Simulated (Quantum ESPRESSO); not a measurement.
Band energies of MoTe₂

```
CELL_PARAMETERS angstrom
      3.56565     0.00000     0.00000
     -1.78282     3.08794     0.00000
      0.00000     0.00000    14.64778
ATOMIC_POSITIONS crystal
  Mo 0.33333 0.66667 0.25000
  Mo 0.66667 0.33333 0.75000
  Te 0.33333 0.66667 0.62782
  Te 0.66667 0.33333 0.37218
  Te 0.66667 0.33333 0.12782
  Te 0.33333 0.66667 0.87218
```

PBEsol (pw.x of Quantum ESPRESSO, ONCV potentials, with spin-orbit coupling); path ΓMKΓALHA,LM,KH; energies in eV from the valence-band maximum.

```csv
k (1/Å),point,band 92,band 93,band 94,band 95,band 96,band 97,band 98,band 99
0.00,Γ,0.00,2.54,2.54,2.61,2.61,2.84,2.84,3.00
0.41,,-0.49,1.48,1.48,1.85,1.85,1.91,1.91,2.21
1.02,M,-0.39,1.23,1.23,1.26,1.26,1.50,1.50,1.70
1.60,K,0.00,0.89,0.89,0.92,0.92,1.46,1.46,2.15
2.19,,-0.54,0.96,0.96,1.52,1.52,1.58,1.58,1.64
2.78,Γ,0.00,2.54,2.54,2.61,2.61,2.84,2.84,3.00
2.78,A,-0.13,2.57,2.57,2.57,2.57,2.92,2.92,2.92
3.12,,-0.36,1.87,1.87,1.87,1.87,2.13,2.13,2.13
3.46,,-0.79,1.39,1.39,1.39,1.39,1.59,1.59,1.59
3.80,L,-0.45,1.24,1.24,1.24,1.24,1.61,1.61,1.61
3.99,,-0.29,1.27,1.27,1.29,1.29,1.62,1.62,1.71
4.38,H,-0.03,0.89,0.89,0.93,0.93,1.75,1.75,1.80
4.51,,-0.13,1.02,1.02,1.04,1.04,1.78,1.78,1.84
4.91,,-0.55,1.11,1.11,1.13,1.13,1.57,1.57,1.64
5.30,,-0.20,2.11,2.11,2.13,2.13,2.28,2.28,2.29
5.56,A,-0.13,2.57,2.57,2.57,2.57,2.92,2.92,2.92
5.56,L,-0.45,1.24,1.24,1.24,1.24,1.61,1.61,1.61
5.77,M,-0.39,1.23,1.23,1.26,1.26,1.50,1.50,1.70
5.77,K,0.00,0.89,0.89,0.92,0.92,1.46,1.46,2.15
5.99,H,-0.03,0.89,0.89,0.93,0.93,1.75,1.75,1.80
```

The PBEsol gap is direct, 0.89 eV at K. Another valence extremum on the path lies within 0.02 eV, too close to call.

Geometry of the Materials Project entry, not relaxed at this level.

The distance between layers or molecules is the database entry's, not relaxed here. Functionals without dispersion can leave it too large, which widens gaps and weakens the response across layers: the numbers belong to this cell.
